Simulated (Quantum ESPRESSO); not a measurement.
MgAl$_{3}$N$_{3}$O (made-up cell) (calculated)

All values are calculated (Quantum ESPRESSO 7.5). Calculation on a made-up crystal cell, not a measurement: periodic Kohn-Sham density functional theory in plane waves with PseudoDojo standard norm-conserving scalar-relativistic pseudopotentials, each functional with its own files (v0.5 for PBE, v0.4.1 for LDA and PBEsol), no spin polarisation, no spin-orbit coupling, atoms not relaxed, stress positive in tension, energies less a fixed whole-eV offset for each atom's element; levels are Kohn-Sham levels at fractions of this cell's reciprocal vectors, counted from the reference band (half the neutral cell's valence electrons, rounded up) at Gamma; error bars cover cutoff and k-mesh only, not smearing or the files; each bar is the largest change over components, and at least 0.002 eV, 0.002 eV per angstrom or 0.02 GPa; added strain carries the atoms with the cell, and shear is the tensor component; energies are for the whole cell, and the offsets were chosen from early runs and are not element reference energies.

## MgAl$_{3}$N$_{3}$O (made-up cell)

Unstrained structure:
```xyz
8
Lattice="4.0808 0.0227 -0.0143 0.0227 4.1368 -0.0171 -0.0143 -0.0171 4.1267" Properties=species:S:1:pos:R:3 MgAl3N3O
Mg    -0.0006    -0.0230     0.0048
Al    -0.0333     2.0574     2.0071
Al     1.9929     0.0306     2.1063
Al     2.0364     2.0733     0.0179
N      2.0102     0.0213    -0.0251
N      2.0241     2.0576     2.0622
N      4.0715     0.0171     2.0880
O      4.1062     2.0739    -0.0216
```

| Property | Result |
| --- | --- |
| lattice type | rocksalt |
| functional | pbe |
| cutoff | 1143 eV |
| fermi dirac smearing | 0.025 eV |
| scf tolerance | 1e-07 eV |
| electrons removed | 0 |
| added strain kind | zz |
| added strain | -0.0178 |
| k mesh | 4 x 4 x 4, shifted by half a step |
| structure shown | before the added strain of -0.0178 |
| free energy less offsets | -1.454 eV |
| scf iterations | 12 |
| smearing term minus ts | 0 eV |
| pressure | 4.977 GPa |
| stress xx | -9.163 GPa |
| stress yy | 5.874 GPa |
| stress zz | -11.64 GPa |
| stress yz | -2.058 GPa |
| stress xz | -1.921 GPa |
| stress xy | 2.796 GPa |
| reference band | 20 |
| error bar energy | 0.003079 eV |
| error bar stress | 0.02 GPa |
| error bar force | 0.007094 eV/Å |
| error bar next band up | 0.002 eV |
| error bars from | tighter rerun of a related cell |

Atoms:
```
atoms element  atom site  atom energy offset (eV)
           Mg          1                    -1617
           Al          2                      -64
           Al          3                      -64
           Al          4                      -64
            N          5                     -283
            N          6                     -283
            N          7                     -283
            O          8                     -452
```

Forces:
```
site  x (eV/Å)  y (eV/Å)  z (eV/Å)
   1   -0.4352    0.1783    0.3131
   2      0.24   0.01037    0.6513
   3    0.2801   -0.3542   -0.4567
   4  -0.08718   0.04218   -0.4301
   5    0.6236    -0.215    0.7975
   6    0.1402    0.2866   -0.1832
   7   -0.4045   -0.1357   -0.9338
   8   -0.3571    0.1876     0.242
```

Levels:
```
level k point  next band up (eV)
        Gamma              2.766
(1/2,1/2,1/2)              3.838
   (0.15,0,0)              3.303
   (0,0.15,0)              3.294
   (0,0,0.15)              3.306
```
